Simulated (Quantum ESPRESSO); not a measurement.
# Computed records: MgAlZnS$_{3}$Cl (made-up cell, one site empty)

All values are calculated (Quantum ESPRESSO 7.5). Calculation on a made-up crystal cell, not a measurement, run twice, once with a planted mistake found by running each candidate: periodic Kohn-Sham density functional theory in plane waves with PseudoDojo standard norm-conserving scalar-relativistic pseudopotentials, each functional with its own files (v0.5 for PBE, v0.4.1 for LDA and PBEsol), no spin polarisation, no spin-orbit coupling, atoms not relaxed, stress positive in tension, energies less a fixed whole-eV offset for each atom's element; levels are Kohn-Sham levels at fractions of this cell's reciprocal vectors, counted from the reference band (half the neutral cell's valence electrons, rounded up) at Gamma; error bars cover cutoff and k-mesh only, not smearing or the files; each bar is the largest change over components, and at least 0.002 eV, 0.002 eV per angstrom or 0.02 GPa; a charged cell sits in a uniform background, with energy and stress on this program's zero of potential; energies are for the whole cell, and the offsets were chosen from early runs and are not element reference energies; a distance is the largest change of any value in units of its error bar (the energy's for the smearing term), a scale change is of lengths, and a coarse mesh keeps the half-step shift.

```cif
# cell vector a (Å): 5.4806 0.0000 0.0000
# cell vector b (Å): 0.0000 5.4806 0.0000
# cell vector c (Å): 0.0000 0.0000 5.4806
data_MgAlZnS3Cl
_symmetry_space_group_name_H-M 'P 1'
_symmetry_Int_Tables_number 1
_cell_length_a 5.4806
_cell_length_b 5.4806
_cell_length_c 5.4806
_cell_angle_alpha 90.000
_cell_angle_beta 90.000
_cell_angle_gamma 90.000
_cell_volume 164.62
loop_
_atom_site_label
_atom_site_type_symbol
_atom_site_fract_x
_atom_site_fract_y
_atom_site_fract_z
_atom_site_occupancy
Al1 Al 0.99953 0.98504 0.00040 1
Zn1 Zn 0.98161 0.50755 0.50142 1
Mg1 Mg 0.50297 0.50651 0.99403 1
S1 S 0.25754 0.26326 0.24972 1
S2 S 0.24547 0.74747 0.73538 1
Cl1 Cl 0.75793 0.25523 0.75426 1
S3 S 0.74012 0.75267 0.24247 1
_calc_lattice_type 'zincblende/diamond'
_calc_empty_site 3
_calc_intended_functional 'pbe'
_calc_intended_cutoff 1143  # eV
_calc_intended_fermi_dirac_smearing 0.025  # eV
_calc_intended_scf_tolerance 1e-07  # eV
_calc_intended_electrons_removed 0
_calc_healthy_free_energy_less_offsets 4.006  # eV
_calc_healthy_scf_iterations 10
_calc_healthy_smearing_term_minus_ts 0  # eV
_calc_healthy_pressure -1.06  # GPa
_calc_healthy_stress_xx 0.83  # GPa
_calc_healthy_stress_yy 1.34  # GPa
_calc_healthy_stress_zz 1.02  # GPa
_calc_healthy_stress_yz 1.81  # GPa
_calc_healthy_stress_xz 0.2  # GPa
_calc_healthy_stress_xy 0.12  # GPa
_calc_healthy_reference_band 29
_calc_faulty_free_energy_less_offsets 4.081  # eV
_calc_faulty_scf_iterations 10
_calc_faulty_smearing_term_minus_ts 0  # eV
_calc_faulty_pressure -0.9  # GPa
_calc_faulty_stress_xx 0.67  # GPa
_calc_faulty_stress_yy 1.17  # GPa
_calc_faulty_stress_zz 0.86  # GPa
_calc_faulty_stress_yz 1.83  # GPa
_calc_faulty_stress_xz 0.2  # GPa
_calc_faulty_stress_xy 0.15  # GPa
_calc_faulty_reference_band 29
_calc_candidate_k_points_along_each_vector 2
_calc_candidate_cutoff 692  # eV
_calc_candidate_smearing 0.6  # eV
_calc_candidate_functional 'lda'
_calc_candidate_scf_tolerance 0.9  # eV
_calc_candidate_electrons_removed 1
_calc_candidate_scale_change 1.57  # percent
_calc_candidate_first_exchanged_site 1
_calc_candidate_second_exchanged_site 8
_calc_intended_k_mesh '4 x 4 x 4, shifted by half a step'
_calc_structure_shown 'as intended, without the mistake'
_calc_fault_kind ?
```

Atoms:
```csv
atoms element,atom site,atom energy offset (eV)
Al,1,-64
Zn,2,-5687
Mg,4,-1617
S,5,-302
S,6,-302
Cl,7,-449
S,8,-302
```

Healthy forces:
```csv
site,x (eV/Å),y (eV/Å),z (eV/Å)
1,1.398,-0.312,0.901
2,1.209,0.565,-1.13
4,-0.852,0.164,0.077
5,-1.591,-1.328,-0.214
6,-0.967,1,0.223
7,0.036,-1.156,0.007
8,0.768,1.069,0.136
```

Healthy levels:
```csv
level k point,next band up (eV)
Gamma,1.711
"(1/2,1/2,1/2)",2.186
"(0.15,0,0)",2.036
"(0,0.15,0)",2.076
"(0,0,0.15)",2.066
```

Faulty forces:
```csv
site,x (eV/Å),y (eV/Å),z (eV/Å)
1,1.398,-0.32,0.908
2,1.21,0.57,-1.134
4,-0.855,0.168,0.085
5,-1.604,-1.33,-0.241
6,-0.988,0.998,0.254
7,0.042,-1.151,0.023
8,0.796,1.065,0.105
```

Faulty levels:
```csv
level k point,next band up (eV)
Gamma,1.701
"(1/2,1/2,1/2)",2.174
"(0.15,0,0)",2.027
"(0,0.15,0)",2.067
"(0,0,0.15)",2.056
```

Candidate mistake: coarse kmesh, low cutoff, wide smearing, wrong functional, loose scf, wrong charge, cell scaled, atoms exchanged

Q: Estimate the fault kind of MgAlZnS$_{3}$Cl (made-up cell, one site empty).
A: coarse kmesh

Further results for MgAlZnS$_{3}$Cl (made-up cell, one site empty):

* other mistakes compared: 7
* distance from healthy: 37.6 error bars
* distance from nearest other mistake: 118 error bars
* healthy error bar energy: 0.002 eV
* healthy error bar stress: 0.02 GPa
* healthy error bar force: 0.002 eV/Å
* healthy error bar next band up: 0.002 eV
